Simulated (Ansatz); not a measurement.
A generator proposed this cell of HoS4.

```
Ho S
1.0
     4.82965    0.00000    0.00000
    -2.41482    4.18260    0.00000
     0.00000    0.00000    5.71811
Ho S
1 4
Direct
  0.00000 0.00000 0.50000
  0.50000 0.00000 0.50000
  0.00000 0.50000 0.50000
  0.50000 0.50000 0.50000
  0.00000 0.00000 0.00000
```

Method: DFT PBE, scalar-relativistic, plane waves, PAW, and for the lanthanide a 4f-in-core norm-conserving potential (Ansatz). Settings: cutoff 690 eV, Γ-centred mesh 6×6×4 on the computed 5-atom cell, Gaussian smearing of 0.10 eV; no spin polarisation.

The zero of energy is the elements' standard structures at the same level; no fitted shifts are applied.

Q: How far from equilibrium is it?

A: The pressure is 20.5 GPa (the mean over three directions, positive in compression), the largest force is 0.00 eV/Å (symmetry fixes the atoms), and the energy is +0.26 eV/atom against the elements. The shortest distance is 2.41 Å.

Q: How much does it gain on relaxing, and where does it end?

A: Relaxing gains about 0.53 eV/atom (the start's value is from the coarse mesh, so the gain is rough) in 9 ionic steps and ends at −0.28 eV/atom on the finer mesh. The symmetry stays P6/mmm (No. 191). The volume per atom grows by 17.4 %, from 23.1 to 27.1 Å³. The shortest distance goes from 2.41 Å (Ho–S and S–S) to 2.66 Å (Ho–S). The ratio c/a of the conventional cell changes by a factor of 0.83. Conventional cell: a = 5.431 Å, c = 5.311 Å. Ho has 8 S at 2.66–2.72 Å; S on a site of symmetry mmm is surrounded by 2 Ho at 2.72 Å and 4 S at 2.72 Å; S on a site of symmetry 6/mmm has 2 Ho at 2.66 Å.

The last run used a 12×12×8 mesh (in the run's order of axes) for its 5-atom cell and Gaussian smearing of 0.10 eV. An odd number of valence electrons (the lanthanide is held trivalent, its 4f shell in the core) allows no gap without spin; another valence of the lanthanide, a larger cell or a magnetic state could open one. The cell is a metal run without spin; a magnetic state may lie lower. The reference form of S is held partly by dispersion forces, which this level lacks. The relaxation can't lower the symmetry of the start. Symmetry constrained the relaxation, so the result can be a saddle point.

The lanthanide is trivalent by construction, without f bands, f moments or other valences. The reference runs of the other elements, and any phases without the lanthanide, used 420 eV, which shifts energies against them by under 10 meV/atom. The lanthanide's reference is the lowest of its hcp, dhcp and fcc cells.
